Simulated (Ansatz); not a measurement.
The relaxed structure here is a generated cell of BP: the first start was made by a random draw of sites in a space group, and the end was not matched to a known phase here, so it may be hypothetical. Known forms of BP include space group No. 216.

The end point of a relaxation of BP. Space group Cm (No. 8). These are PBEsol (plane waves to 420 eV, PAW, scalar-relativistic; Ansatz, a first-principles code) values and carry that method's errors.

```xyz
8
Lattice="3.0284 0.0000 0.0000 -1.5110 4.3594 0.0000 -0.0026 -2.2154 7.5891" Properties=species:S:1:pos:R:3 pbc="T T T"
B     -0.6942     3.1015     2.1839
B      2.3318    -0.7156     6.3601
B      0.8199     2.7203     1.3878
B      0.8168     0.0518     5.5448
P      2.3293     0.1862     1.9344
P      0.8190     1.9580     5.2197
P      0.8208     1.4138     0.0314
P     -0.6950     3.0513     4.0940
```

| Property | Value |
|---|---|
| Volume per atom | 12.52 Å³ |
| Band gap | no gap (metallic) |
| Shortest distances | B–B 1.75 Å; B–P 1.88 Å; P–P 2.18 Å |
| k-mesh | 15×11×6 |

No spin polarisation in the result.

It was reached from a disturbed copy of a Cmmm (No. 65) cell, against which it lies -0.55 eV/atom.
